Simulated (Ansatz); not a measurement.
Theory: Ansatz, DFT PBE, scalar-relativistic, plane waves, PAW. All cells share a 420 eV cutoff and Γ-centred k meshes spaced at most about 0.3 Å⁻¹ (about 0.25 or finer for metals, 2π included). No spin polarisation in the final relaxations.

Temperature and zero-point effects are left out. All come from trial cells, and lower structures may exist.

Question: Order these relaxed structures of Zr3ZnN2 by energy, lowest first, with the energy over the lowest of them.
A. Space group P6/mmm (No. 191), hexagonal, a = 5.967 Å, c = 3.040 Å. Zr has 4 N at 2.30 Å, 6 Zr at 2.98–3.04 Å and 4 Zn at 3.35 Å; around Zn lie 2 Zn at 3.04 Å, 12 Zr at 3.35 Å and 6 N at 3.44 Å; N has 6 Zr at 2.30 Å, 2 N at 3.04 Å, 3 N at 3.44 Å and 3 Zn at 3.44 Å.
B. Space group P6/mmm (No. 191), hexagonal, a = 5.970 Å, c = 3.094 Å. Zr has 4 N at 2.32 Å, 6 Zr at 2.99–3.09 Å and 2 Zn at 2.99 Å; Zn has 6 Zr at 2.99 Å and 2 Zn at 3.09 Å; N has 6 Zr at 2.32 Å.
C. Space group Cmmm (No. 65), orthorhombic, a = 5.708 Å, b = 12.327 Å, c = 3.078 Å. Around Zr on a site of symmetry m2m lie 4 N at 2.15 Å, 1 Zn at 2.61 Å and 4 Zr at 3.01–3.08 Å; Zr on a site of symmetry mmm is surrounded by 2 Zr at 3.08 Å, 4 Zn at 3.24 Å and 4 N at 3.40 Å; Zn is surrounded by 2 Zr at 2.61 Å, 2 Zn at 3.08 Å and 4 Zr at 3.24 Å; N is surrounded by 4 Zr at 2.15 Å, 2 N at 2.85 Å, 2 N at 3.08 Å and 2 Zr at 3.40 Å.

Answer: B (0 meV/atom), A (44 meV/atom), C (234 meV/atom). Forms: B P6/mmm; A P6/mmm; C Cmmm. Counting N atoms around Zn and Zr (those within 1.25 times the shortest such distance or 1.15 times the sum of covalent radii, 1.27 where that leaves under three; the shortest distance is added where it exceeds 1.18 times the sum of covalent radii; a slash parts the counts of unlike sites): B has Zr 4, Zn 12 from 3.8 Å; A has Zr 4, Zn 6 from 3.4 Å; C has Zr 4/4 from 3.4 Å, Zn 8 from 3.7 Å.

Cells relaxed within their symmetry can be saddle points. Some types were kept out of the candidates beforehand, so the set may lack a known form.
